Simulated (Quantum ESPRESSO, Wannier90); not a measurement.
# Tight-binding from DFT: SnSe₂ (CdI2 type)

```
SnSe2
1.0
    3.84190     0.00000     0.00000
   -1.92095     3.32718     0.00000
    0.00000     0.00000     6.48588
Sn Se
1 2
Cartesian
  0.00000   0.00000   0.00000
 -1.92095   1.10906  -1.57542
  1.92095  -1.10906   1.57542
```

Cell from Materials Project (mp-665), symmetrised, no further relaxation. COD (Crystallography Open Database) has the formula in 2 space groups, this one among them (matched by group alone). Computed values, not measurements, from PBEsol: Quantum ESPRESSO (norm-conserving PseudoDojo potentials, cutoff 69 Ry, no spin polarisation, no spin-orbit coupling) on a Γ-centred 6×6×4 mesh, then Wannier90. Density: 12×12×6 mesh, Gaussian smearing 0.01 Ry. The cell is built of weakly bound layers, chains or molecules, whose nearest atoms lie 4.01 Å apart. Database cells relaxed without dispersion often hold them too far apart, which can enlarge gaps and weakens couplings between them; spacing and stacking were not compared with the measured crystal. Spin-orbit coupling is left out although heavy elements are present.

The lattice is scaled uniformly with fixed fractional positions (axis ratios and free coordinates are held, so this isn't the response to pressure), and at each scale an atom-like model (Sn sp, Se sp; disentangled, num_iter = 0) is made. Listed is the largest hopping of each kind of orbital pair shown, with the distance of the two functions' centres at scale 1; the mesh was not varied.

```
scale  gap (eV)  modulus of t, Sn1 pz–Se3 py at 2.80 Å (eV)  modulus of t, Sn1 s–Se3 py at 2.80 Å (eV)  modulus of t, Se2 s–Sn1 s at 2.72 Å (eV)
-----  --------  ------------------------------------------  -----------------------------------------  ----------------------------------------
0.950     0.813                                       1.761                                      1.631                                     1.133
0.975     0.734                                       1.643                                      1.507                                     1.005
1.000     0.648                                       1.529                                      1.389                                     0.890
1.025     0.551                                       1.421                                      1.279                                     0.788
1.050     0.457                                       1.319                                      1.176                                     0.696
```

Task: With |t| ∝ d^(−η), find η for each hopping from the ends of the series, and the volume deformation potential of the gap at scale 1.

Result: 
- Sn1 pz–Se3 py at 2.80 Å: η = −ln(1.319/1.761)/ln(1.050/0.950) = 2.9
- Sn1 s–Se3 py at 2.80 Å: η = −ln(1.176/1.631)/ln(1.050/0.950) = 3.3
- Se2 s–Sn1 s at 2.72 Å: η = −ln(0.696/1.133)/ln(1.050/0.950) = 4.9
Harrison's rules would take η = 2.0, 2.0, 2.0 for these pairs; they describe atomic orbitals, while these are orthogonalised and change shape with the volume.
Volume deformation potential of the gap: dE_g/d ln V = (0.551 − 0.734)/(3 ln(1.025/0.975)) = -1.2 eV.
